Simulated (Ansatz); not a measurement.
SnTe (rock salt) is sheared across one {110} plane: the third cell vector gains the shift, so faults repeat every 6.8 Å. The cut lies between planes 2.27 Å apart; the cell height is held.

```yaml
crystal:
  lattice:
    - [4.53197, 0.00000, 0.00000]
    - [0.00000, 6.40917, 0.00000]
    - [2.26598, 3.20458, 6.79795]
  atoms:
    - { symbol: Te, position: [0.00000, 0.00000, 0.83333] }
    - { symbol: Te, position: [0.33333, 0.33333, 0.16667] }
    - { symbol: Te, position: [0.66667, 0.66667, 0.50000] }
    - { symbol: Sn, position: [0.00000, 0.50000, 0.83333] }
    - { symbol: Sn, position: [0.33333, 0.83333, 0.16667] }
    - { symbol: Sn, position: [0.66667, 0.16667, 0.50000] }
```

In-plane vectors a = (4.532, 0.000) Å, b = (0.000, 6.409) Å, area 29.05 Å². The shift is s times the vector a (length 4.532 Å), so s = 1 restores the start. The shift is rigid: no atom relaxes. γ = [E(shift) − E(0)] / area.

All values below come from PBE (plane waves to 420 eV, PAW, scalar-relativistic; Ansatz, a first-principles code). k mesh 9×9×9 (Γ-centred), Fermi-Dirac smearing 0.05 eV. E is the zero-smearing estimate. As the smearing reaches across the gap at some points, the k mesh leaves noise in γ, roughly 0.02 J/m² as judged from a few cases. Faults lie only 6.8 Å apart, and holding the cell height and the atoms raises γ above its relaxed value. SnTe was relaxed with its symmetry unable to fall. Spin-orbit coupling is left out, though Te is heavy. γ is measured from zero shift. The last digit holds for this mesh only.

| s | γ (J/m²) |
|---|---|
| 0.000 | 0.00 |
| 0.083 | 0.11 |
| 0.167 | withheld |
| 0.250 | 1.11 |
| 0.333 | 1.93 |
| 0.417 | 2.70 |
| 0.500 | 3.03 |
| 0.583 | 2.70 |
| 0.667 | 1.93 |
| 0.750 | 1.11 |
| 0.833 | withheld |
| 0.917 | 0.11 |

Fit a Fourier form (three harmonics of 1 − cos and sin) to the given rows and predict γ at s = 0.167.

Least squares on the 10 given rows: γ = (1.492)·[1 − cos(2πs)] + (-0.204)·[1 − cos(4πs)] + (0.020)·[1 − cos(6πs)], in J/m²; root-mean-square residual 0.005 J/m². At 0.167 the fit gives 0.48 J/m²; the calculation gives 0.48 J/m², the same to the digits shown. 

(The slope of γ gives the shear force per area between the displaced halves; near zero shift its curvature is an elastic stiffness.)
